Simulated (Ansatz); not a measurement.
NiGe:
```cif
data_Ge4Ni4
_chemical_formula_sum 'Ni4 Ge4'
_space_group_name_H-M_alt 'Pnma'
_space_group_IT_number 62
_space_group_name_Hall '-P 2ac 2n'
_cell_length_a 5.27472
_cell_length_b 3.46830
_cell_length_c 5.81462
_cell_angle_alpha 90.000
_cell_angle_beta 90.000
_cell_angle_gamma 90.000
loop_
_atom_site_label
_atom_site_type_symbol
_atom_site_symmetry_multiplicity
_atom_site_Wyckoff_symbol
_atom_site_fract_x
_atom_site_fract_y
_atom_site_fract_z
_atom_site_occupancy
Ni1 Ni 4 c 0.00511 0.25000 0.80628 1
Ge1 Ge 4 c 0.19103 0.25000 0.41329 1
```

Relaxed at zero pressure with r²SCAN (plane waves, PAW; program Ansatz).

Q: The volume is raised by 9 % and shape and atoms relax at that volume. What pressure results, and how do the axes share the change?

A: -10.2 GPa; a 2.0 %, b 2.7 %, c 4.1 %; the energy rises by 42 meV/atom.

Q: Give the new structure.

A: 
Space group Pnma (No. 62); a = 5.3796 Å, b = 3.5620 Å, c = 6.0508 Å, α = β = γ = 90.00°

| atom | site | symmetry | x | y | z |
|---|---|---|---|---|---|
| Ni | 4c | .m. | 0.0011 | 0.2500 | 0.7986 |
| Ge | 4c | .m. | 0.1984 | 0.2500 | 0.4151 |

The phase is kept; no other phase was compared at this pressure.

Symmetry was held in the r²SCAN relaxation. The workflow began spin-polarised and lost its moments.

Potentials: the later of the program's two PAW sets.
